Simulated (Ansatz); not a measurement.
Ansatz (a quantum-chemistry and plane-wave program) input:

Ansatz 0.2 input:
```yaml
crystal:
  lattice:
    - [2.6335222724, 0.0, 0.0]
    - [0.0, 2.6335222724, 0.0]
    - [0.0, 0.0, 2.6335222724]
  atoms:
    - { symbol: Mg, position: [0.0, 0.0, 0.0] }
    - { symbol: O, position: [0.5, 0.5, 0.5] }
kpoints:
  mp_grid: { grid: [10, 10, 10] }
hamiltonian:
  xc: pbesol
  pseudopotentials: { azcp: { folder: ./paw }, kind: paw }
scf:
  occupations: { method: fixed }
elastic: { mode: relaxed_ion, stencil: two_point, amplitude: 0.005, f_tol: 0.0005 }
```

Output (shortened):

```
Pseudopotential: Mg, paw, valence charge 10
Pseudopotential: O, paw, valence charge 6
Functional definition: PBEsol
Crystal: 2 atoms, lattice volume = 18.265 Å³
Basis set: ecut = 420 eV, 365 PW (Γ), exchange–correlation on 36×36×36 points (8 copies of the dense FFT grid, shifted against one another)
Bands: 12, of which v1, the nominal top of the filled ones, is band 8 counted from 1 (7 counted from 0)
Symmetry: 48 space group operations
Space group: Pm-3m (ITA 221), of the structure as read, at distance tolerance 2.6e-5 Å
k-points: 56 of 1000
SCF iter   1: F=—  HF=-2474.393510 eV  |F-HF|=—  |Δ(HF+E_count)|=         —  Δρ=7.40e-2  dr2=4.51e-1  ethr=3.10e-3  ⟨swp⟩=4.4  Hψ=3625  notcnv=0  defer=71
preconditioner: auto → none
SCF iter   2: F=—  HF=-2474.369145 eV  |F-HF|=—  |Δ(HF+E_count)|=   2.44e-2  Δρ=2.88e-2  dr2=1.02e-1  ethr=2.82e-3  ⟨swp⟩=3.0  Hψ=1602  notcnv=0  defer=77
SCF iter   3: F=—  HF=-2474.394218 eV  |F-HF|=—  |Δ(HF+E_count)|=   2.51e-2  Δρ=1.59e-2  dr2=2.09e-2  ethr=6.39e-4  ⟨swp⟩=2.2  Hψ=981  notcnv=0  defer=93
SCF iter   4: F=—  HF=-2474.399679 eV  |F-HF|=—  |Δ(HF+E_count)|=   5.46e-3  Δρ=2.49e-3  dr2=8.58e-4  ethr=1.31e-4  ⟨swp⟩=2.2  Hψ=980  notcnv=0  defer=97
SCF iter   5: F=—  HF=-2474.400208 eV  |F-HF|=—  |Δ(HF+E_count)|=   5.29e-4  Δρ=2.29e-4  dr2=4.17e-6  ethr=5.36e-6  ⟨swp⟩=2.0  Hψ=1307  notcnv=0  defer=101
SCF iter   6: F=—  HF=-2474.400153 eV  |F-HF|=—  |Δ(HF+E_count)|=   5.45e-5  Δρ=5.17e-5  dr2=1.58e-7  ethr=2.61e-8  ⟨swp⟩=2.7  Hψ=1168  notcnv=0  defer=2
SCF iter   7: F=—  HF=-2474.400154 eV  |F-HF|=—  |Δ(HF+E_count)|=   5.83e-7  Δρ=6.36e-6  dr2=1.91e-9  ethr=9.88e-10  ⟨swp⟩=2.1  Hψ=940  notcnv=0
SCF iter   8: F=—  HF=-2474.400154 eV  |F-HF|=—  |Δ(HF+E_count)|=   1.16e-9  Δρ=3.02e-7  dr2=1.82e-11  ethr=1.19e-11  ⟨swp⟩=2.0  Hψ=1041  notcnv=0
SCF iter   9: F=-2474.400154 eV  HF=-2474.400154 eV  |F-HF|=4.55e-13  |Δ(HF+E_count)|=  3.18e-12  Δρ=1.64e-8  dr2=1.39e-14  ethr=1.00e-12  ⟨swp⟩=5.0  Hψ=3547  notcnv=0
SCF 1 converged in 9 iterations: F = -2474.400154 eV  dr2 = 1.39e-14
Crystal: 2 atoms, lattice volume = 18.173 Å³
Symmetry: 16 space group operations
k-points: 126 of 1000
iter 1 solved again at ethr=2.19e-7 eV; its pass at ethr=3.10e-3 eV (dr2=3.50e-5 eV) is discarded
SCF iter   1: F=—  HF=-2474.399409 eV  |F-HF|=—  |Δ(HF+E_count)|=         —  Δρ=7.39e-4  dr2=4.05e-5  ethr=2.19e-7  ⟨swp⟩=2.4  Hψ=9367  notcnv=0  defer=236
preconditioner: auto → none
SCF iter   2: F=—  HF=-2474.399341 eV  |F-HF|=—  |Δ(HF+E_count)|=   6.81e-5  Δρ=3.35e-4  dr2=7.66e-6  ethr=2.19e-7  ⟨swp⟩=2.0  Hψ=2016  notcnv=0  defer=98
SCF iter   3: F=—  HF=-2474.399340 eV  |F-HF|=—  |Δ(HF+E_count)|=   6.71e-7  Δρ=1.67e-4  dr2=1.51e-6  ethr=4.79e-8  ⟨swp⟩=2.1  Hψ=1867  notcnv=0  defer=6
SCF iter   4: F=—  HF=-2474.399339 eV  |F-HF|=—  |Δ(HF+E_count)|=   1.06e-6  Δρ=6.08e-5  dr2=1.99e-7  ethr=9.44e-9  ⟨swp⟩=1.7  Hψ=1819  notcnv=0
SCF iter   5: F=—  HF=-2474.399339 eV  |F-HF|=—  |Δ(HF+E_count)|=   4.98e-8  Δρ=1.13e-5  dr2=7.09e-9  ethr=1.25e-9  ⟨swp⟩=2.5  Hψ=2177  notcnv=0
SCF iter   6: F=—  HF=-2474.399339 eV  |F-HF|=—  |Δ(HF+E_count)|=   3.26e-9  Δρ=9.56e-7  dr2=5.47e-11  ethr=4.43e-11  ⟨swp⟩=2.1  Hψ=1998  notcnv=0
SCF iter   7: F=—  HF=-2474.399339 eV  |F-HF|=—  |Δ(HF+E_count)|=  3.05e-11  Δρ=7.04e-8  dr2=2.36e-13  ethr=3.42e-13 (applied; sched 1.00e-12)  ⟨swp⟩=2.0  Hψ=2520  notcnv=0
SCF iter   8: F=-2474.399339 eV  HF=-2474.399339 eV  |F-HF|=0.00e0  |Δ(HF+E_count)|=  9.09e-13  Δρ=3.46e-9  dr2=6.40e-16  ethr=1.00e-12  ⟨swp⟩=4.0  Hψ=4724  notcnv=0
SCF 2 converged in 8 iterations: F = -2474.399339 eV  dr2 = 6.40e-16
Crystal: 2 atoms, lattice volume = 18.356 Å³
iter 1 solved again at ethr=8.07e-10 eV; its pass at ethr=3.10e-3 eV (dr2=1.29e-7 eV) is discarded
SCF iter   1: F=—  HF=-2474.399424 eV  |F-HF|=—  |Δ(HF+E_count)|=         —  Δρ=1.73e-4  dr2=1.38e-7  ethr=8.07e-10  ⟨swp⟩=2.7  Hψ=8890  notcnv=0  defer=134
preconditioner: auto → none
SCF iter   2: F=—  HF=-2474.399378 eV  |F-HF|=—  |Δ(HF+E_count)|=   4.64e-5  Δρ=8.70e-5  dr2=4.74e-8  ethr=8.07e-10  ⟨swp⟩=2.1  Hψ=2060  notcnv=0  defer=136
SCF iter   3: F=—  HF=-2474.399380 eV  |F-HF|=—  |Δ(HF+E_count)|=   2.14e-6  Δρ=3.68e-5  dr2=1.35e-8  ethr=2.97e-10  ⟨swp⟩=2.0  Hψ=1881  notcnv=0  defer=136
SCF iter   4: F=—  HF=-2474.399380 eV  |F-HF|=—  |Δ(HF+E_count)|=   4.47e-7  Δρ=1.46e-6  dr2=3.17e-10  ethr=8.41e-11  ⟨swp⟩=2.2  Hψ=1882  notcnv=0  defer=136
SCF iter   5: F=—  HF=-2474.399380 eV  |F-HF|=—  |Δ(HF+E_count)|=  7.32e-11  Δρ=2.34e-7  dr2=7.39e-12  ethr=1.98e-12  ⟨swp⟩=2.3  Hψ=1883  notcnv=0  defer=136
SCF iter   6: F=—  HF=-2474.399380 eV  |F-HF|=—  |Δ(HF+E_count)|=  2.27e-12  Δρ=5.74e-8  dr2=5.02e-13  ethr=4.62e-14 (applied; sched 1.00e-12)  ⟨swp⟩=2.1  Hψ=2227  notcnv=0  defer=136
SCF iter   7: F=-2474.399380 eV  HF=-2474.399380 eV  |F-HF|=4.55e-13  |Δ(HF+E_count)|=    0.00e0  Δρ=1.80e-8  dr2=5.38e-14  ethr=1.00e-12  ⟨swp⟩=4.0  Hψ=4460  notcnv=0
SCF 3 converged in 7 iterations: F = -2474.399380 eV  dr2 = 5.38e-14
Crystal: 2 atoms, lattice volume = 18.265 Å³
Symmetry: 8 space group operations
k-points: 186 of 1000
iter 1 solved again at ethr=4.20e-8 eV; its pass at ethr=3.10e-3 eV (dr2=6.72e-6 eV) is discarded
SCF iter   1: F=—  HF=-2474.400324 eV  |F-HF|=—  |Δ(HF+E_count)|=         —  Δρ=2.99e-4  dr2=9.93e-6  ethr=4.20e-8  ⟨swp⟩=3.1  Hψ=14327  notcnv=0  defer=340
preconditioner: auto → none
SCF iter   2: F=—  HF=-2474.400265 eV  |F-HF|=—  |Δ(HF+E_count)|=   5.89e-5  Δρ=1.50e-4  dr2=2.33e-6  ethr=4.20e-8  ⟨swp⟩=1.0  Hψ=2232  notcnv=0  defer=138
SCF iter   3: F=—  HF=-2474.400264 eV  |F-HF|=—  |Δ(HF+E_count)|=   4.96e-7  Δρ=3.55e-5  dr2=1.70e-7  ethr=1.46e-8  ⟨swp⟩=1.1  Hψ=2272  notcnv=0  defer=9
SCF iter   4: F=—  HF=-2474.400265 eV  |F-HF|=—  |Δ(HF+E_count)|=   5.64e-8  Δρ=6.99e-6  dr2=2.67e-9  ethr=1.06e-9  ⟨swp⟩=2.0  Hψ=2890  notcnv=0  defer=2
SCF iter   5: F=—  HF=-2474.400265 eV  |F-HF|=—  |Δ(HF+E_count)|=  7.28e-12  Δρ=1.19e-6  dr2=1.30e-10  ethr=1.67e-11  ⟨swp⟩=2.0  Hψ=2932  notcnv=0  defer=2
SCF iter   6: F=—  HF=-2474.400265 eV  |F-HF|=—  |Δ(HF+E_count)|=  2.73e-11  Δρ=9.43e-8  dr2=6.20e-13  ethr=8.14e-13 (applied; sched 1.00e-12)  ⟨swp⟩=2.3  Hψ=2807  notcnv=0  defer=2
SCF iter   7: F=-2474.400265 eV  HF=-2474.400265 eV  |F-HF|=0.00e0  |Δ(HF+E_count)|=  4.55e-13  Δρ=2.26e-8  dr2=3.13e-14  ethr=1.00e-12  ⟨swp⟩=4.6  Hψ=7655  notcnv=0
SCF 4 converged in 7 iterations: F = -2474.400265 eV  dr2 = 3.13e-14
Crystal: 2 atoms, lattice volume = 18.265 Å³
iter 1 solved again at ethr=1.07e-10 eV; its pass at ethr=3.10e-3 eV (dr2=1.71e-8 eV) is discarded
SCF iter   1: F=—  HF=-2474.400324 eV  |F-HF|=—  |Δ(HF+E_count)|=         —  Δρ=1.59e-5  dr2=1.93e-8  ethr=1.07e-10  ⟨swp⟩=2.7  Hψ=13276  notcnv=0  defer=188
preconditioner: auto → none
SCF iter   2: F=—  HF=-2474.400265 eV  |F-HF|=—  |Δ(HF+E_count)|=   5.99e-5  Δρ=1.01e-5  dr2=1.45e-8  ethr=1.07e-10  ⟨swp⟩=2.0  Hψ=3720  notcnv=0  defer=188
SCF iter   3: F=—  HF=-2474.400265 eV  |F-HF|=—  |Δ(HF+E_count)|=   3.42e-9  Δρ=4.51e-6  dr2=9.31e-10  ethr=9.04e-11  ⟨swp⟩=2.0  Hψ=2548  notcnv=0  defer=188
SCF iter   4: F=—  HF=-2474.400265 eV  |F-HF|=—  |Δ(HF+E_count)|=  7.48e-10  Δρ=2.13e-6  dr2=7.43e-10  ethr=5.82e-12  ⟨swp⟩=2.4  Hψ=3433  notcnv=0  defer=188
SCF iter   5: F=—  HF=-2474.400265 eV  |F-HF|=—  |Δ(HF+E_count)|=  1.68e-10  Δρ=1.02e-6  dr2=1.73e-10  ethr=4.64e-12  ⟨swp⟩=1.0  Hψ=2256  notcnv=0  defer=188
SCF iter   6: F=—  HF=-2474.400265 eV  |F-HF|=—  |Δ(HF+E_count)|=  3.87e-11  Δρ=3.58e-7  dr2=2.03e-11  ethr=1.08e-12  ⟨swp⟩=1.6  Hψ=2422  notcnv=0  defer=188
SCF iter   7: F=—  HF=-2474.400265 eV  |F-HF|=—  |Δ(HF+E_count)|=  4.09e-12  Δρ=8.33e-8  dr2=1.10e-12  ethr=1.27e-13 (applied; sched 1.00e-12)  ⟨swp⟩=2.3  Hψ=2716  notcnv=0  defer=188
SCF iter   8: F=-2474.400265 eV  HF=-2474.400265 eV  |F-HF|=0.00e0  |Δ(HF+E_count)|=  4.55e-13  Δρ=1.47e-8  dr2=3.21e-14  ethr=1.00e-12  ⟨swp⟩=3.1  Hψ=8424  notcnv=0
SCF 5 converged in 8 iterations: F = -2474.400265 eV  dr2 = 3.21e-14
SCF converged after 9 iterations
Free energy (F): -2474.400154 eV
Harris-Foulkes:  -2474.400154 eV  (|F-HF|=4.55e-13)
Internal energy: -2474.400154 eV  (E = F + TS)
E sigma→0 (E₀):  -2474.400154 eV
Fermi energy:    9.879329 eV
--- Per-component energies (eV) ---
  E_band       = -289.134069
  E_kinetic    = 241.996314
  E_local      = -1635.049270  (includes V_loc(G=0)·N_el)
  E_nonlocal   = 247.653370
  E_hartree    = 534.569613
  E_xc         = -99.215797
  E_vxc        = -127.795617  (∫ρ·V_xc dr)
  E_paw        = -446.416371  (= ΣΔE_a)
  E_vpaw       = -85.078797  (= ΣTr[D̂ρ^β])
  E_aug_tail   = 0.000704  (compensation charges beyond the density's cutoff)
  E_ewald      = -1318.032867
  E_core_change = 0.094150  (= ΣΔE_core)
  E_smearing   =  0.000000  (= −TS)
  E_closure    =  0.000000  (closes the sum)
  Σ components = -2474.400154   (vs F -2474.400154, Δ=0.00e0)
  [band-id]    e_kinetic+e_local+e_nonlocal+2·e_hartree+e_vxc+e_vpaw+e_augmentation_tail = -289.134070   (vs E_band -289.134069, Δ=-6.42e-7)
--- Forces (eV/Å), atoms counted from 1 ---
  atom   1  Mg     0.00000000     0.00000000     0.00000000
  atom   2  O      0.00000000     0.00000000     0.00000000
  max |Σ_I F_I| component: 0.0 eV/Å
--- Stress (GPa, compression-positive) ---
        0.017957       0.000000       0.000000
        0.000000       0.017957       0.000000
        0.000000       0.000000       0.017957
  P = ⅓ Tr σ = 0.0180 GPa (0.180 kbar)
--- Band table (eV; the first three rows and the last of 56) ---
  k-point 0: bands = ["-64.4167", "-31.2974", "-31.2974", "-31.2974", "-8.5700", "8.8658", "8.8658", "8.8658", "12.3516", "20.1804", "20.1804", "30.1048"]
  k-point 1: bands = ["-64.4154", "-31.3105", "-31.2962", "-31.2962", "-8.4674", "8.0068", "8.9069", "8.9069", "12.9742", "20.3868", "20.3986", "29.9341"]
  k-point 2: bands = ["-64.4120", "-31.3449", "-31.2931", "-31.2931", "-8.1835", "6.3912", "9.0166", "9.0166", "14.0650", "20.6751", "21.0016", "29.4274"]
  k-point 55: bands = ["-64.3771", "-31.3939", "-31.3939", "-31.3939", "-5.5923", "6.2264", "6.2264", "6.2264", "17.2503", "17.2503", "17.2503", "26.0876"]
--- Elastic constants: 2 strain directions × 2 members + reference (group order 48) ---
  dense FFT box of the reference and of every strained cell: 18×18×18
  strains applied: 11, 23; error gains: componentwise 1.00 (the most a stress slope's error grows in a printed constant), spectral 1.73 (1 for all six strains …
  C = ∂σ_k/∂η_j (tension-positive GPa; Voigt order 11 22 33 23 13 12):
       579.782    -68.559    -68.559      0.000      0.000      0.000
       -68.559    579.782    -68.559      0.000      0.000      0.000
       -68.559    -68.559    579.782      0.000      0.000      0.000
         0.000      0.000      0.000    -55.323      0.000      0.000
         0.000      0.000      0.000      0.000    -55.323      0.000
         0.000      0.000      0.000      0.000      0.000    -55.323
  reference stress σ⁰ (GPa):     -0.018     -0.018     -0.018      0.000      0.000      0.000
  C* (energy form; C + prestress term) asymmetry max|C*_kj − C*_jk| = 1.421e-14 GPa — a small one proves nothing (zero by symmetry where the batch's group is …
  moduli (Voigt/Reuss/Hill, GPa): K = 147.55/147.55/147.55   G = 96.47/-104.04/-3.78   E = -11.45   ν = 0.513
  mechanically stable: NO (min eigenvalue of sym C = -55.32 GPa)
  where every solve meets its electron count the energy-path curvature estimates C_jj along a normal strain and C_jj − ¼(σ⁰_aa + σ⁰_bb) along a shear (ab), of …
  strain η (Voigt 11):  stress-route row diagonal C_11 = 579.78 GPa, energy-path curvature d²(F+E_count+ΔE)/dδ²/Ω₀ = 579.68 GPa
         δ    σ_11 (GPa)             F (eV)   n_scf  n_hpsi   n_pw
    -5.000e-3      -2.9558       -2474.3993393       8   28248    368   relax 0 steps, max|allowed force component| 0.0 eV/Å
     5.000e-3       2.8420       -2474.3993804       7   25045    370   relax 0 steps, max|allowed force component| 0.0 eV/Å
  strain η (Voigt 23):  stress-route row diagonal C_44 = -55.32 GPa, energy-path curvature d²(F+E_count+ΔE)/dδ²/Ω₀ = -54.87 GPa
         δ    σ_23 (GPa)             F (eV)   n_scf  n_hpsi   n_pw
    -5.000e-3       0.2766       -2474.4002645       7   37713    370   relax 0 steps, max|allowed force component| 0.0 eV/Å
     5.000e-3      -0.2766       -2474.4002645       8   41393    370   relax 0 steps, max|allowed force component| 0.0 eV/Å
```

Cost: about 9 core-seconds (a rough figure) on shared cores.

This is a known high-pressure phase of the composition, computed here at zero pressure and temperature. The PBEsol relaxation kept the symmetry of its start. At this level the phase is dynamically unstable (imaginary phonons).

Potentials: the earlier of the program's two PAW sets. The files were generated under PBE; for other functionals the program regenerates the frozen cores, and for LDA and PBEsol the local potential too.

Ansatz is a plane-wave DFT program.
